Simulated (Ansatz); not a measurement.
This run works on a generated trial structure, not on a known crystal.

Input and command of a plane-wave DFT calculation in Ansatz:

```yaml
crystal:
  lattice:
    - [4.488234, 0.0, 0.0]
    - [0.0, 4.2968141, 0.0]
    - [-0.5870979, 0.0, 12.3853023]
  atoms:
    - { symbol: Sn, position: [0.003702, 0.0, 0.494621] }
    - { symbol: Ge, position: [0.039308, 0.0, 0.994235] }
    - { symbol: Ge, position: [0.550955, 0.5, 0.744542] }
    - { symbol: Ge, position: [0.532834, 0.5, 0.235561] }
    - { symbol: Te, position: [0.974778, 0.0, 0.762854] }
    - { symbol: Te, position: [0.483468, 0.5, 0.513753] }
    - { symbol: Te, position: [0.953253, 0.0, 0.24763] }
    - { symbol: Te, position: [0.461702, 0.5, 0.006805] }
basis:
  ecutwfc: 420
kpoints:
  mp_grid: { grid: [8, 8, 4] }
hamiltonian:
  xc: pbe
scf:
  occupations: { method: fixed }
output:
  forces: true
  stress: true
  eigenvalues: true
relax:
  adjacent_minimum: "off"
  f_tol: 0.001
  max_steps: 60
  cell: { stress_tol: 0.01 }
```

```bash
ansatz run input.yaml --threads 4 --pin off --max-ram 8192MiB --backend cpu --events-out ev --progress --plain --runs-dir out
```

Processor: Intel(R) Xeon(R) 6975P-C (Granite Rapids), 4 threads, on a host shared with other jobs.

Task: How long does it run, and how much memory does it take?

Result: About 99 s, peak memory 1.5 GiB. It solves 72 bands at 90 k points (after reduction by symmetry) with about 4681 plane waves (on the last cell), in 35 SCF iterations over 6 ionic steps.
